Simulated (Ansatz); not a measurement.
Mn:
```yaml
crystal:
  lattice:
    - [2.45165, 0.00000, 0.00000]
    - [-1.22582, 2.12319, 0.00000]
    - [0.00000, 0.00000, 3.96511]
  atoms:
    - { symbol: Mn, position: [0.33333, 0.66667, 0.25000] }
    - { symbol: Mn, position: [0.66667, 0.33333, 0.75000] }
```

Relaxed with PBEsol. Special points in fractions of this cell's reciprocal vectors: Γ (0.000, 0.000, 0.000); M (0.500, 0.000, 0.000); K (0.333, 0.333, 0.000); A (0.000, 0.000, 0.500); L (0.500, 0.000, 0.500); H (0.333, 0.333, 0.500).

Problem. List the band energies nearest the Fermi level at these points for plane-wave PAW PBEsol (Ansatz code).

Solution. In eV from the Fermi level; about four levels below and three above (degenerate sets whole), none deeper than 8.9 eV; … stands for higher levels left out; points with the same levels are listed once.

```json
[
 {"k": "Γ", "below": "-1.00 -1.00 -0.49 -0.49", "above": "0.06 0.06 0.76"},
 {"k": "M", "below": "-1.40 -1.23 -0.98 -0.43", "above": "1.96 2.12 2.19"},
 {"k": "K", "below": "-2.80 -1.46 -1.46 -0.06", "above": "1.57 1.57 1.76"},
 {"k": "A", "below": "-1.09 -1.09 -1.09 -1.09", "above": "…"},
 {"k": "L", "below": "-4.55 -4.55 -2.80 -2.80", "above": "0.21 0.21 0.91 0.91"},
 {"k": "H", "below": "-2.90 -2.90 -1.67 -1.67", "above": "0.04 0.04 1.81 1.81"}
]
```

Space group P6_3/mmc (hcp (Mg type)). The cell is a constructed one: a structure type filled with these elements; the Crystallography Open Database copy checked does not list it. It is not the phase usual at ambient conditions (space group No. 217). The PBEsol relaxation kept the symmetry of its start; whether a distortion lowers the energy is not shown. The workflow began spin-polarised and lost its moments.

Potentials: the later of the program's two PAW sets.
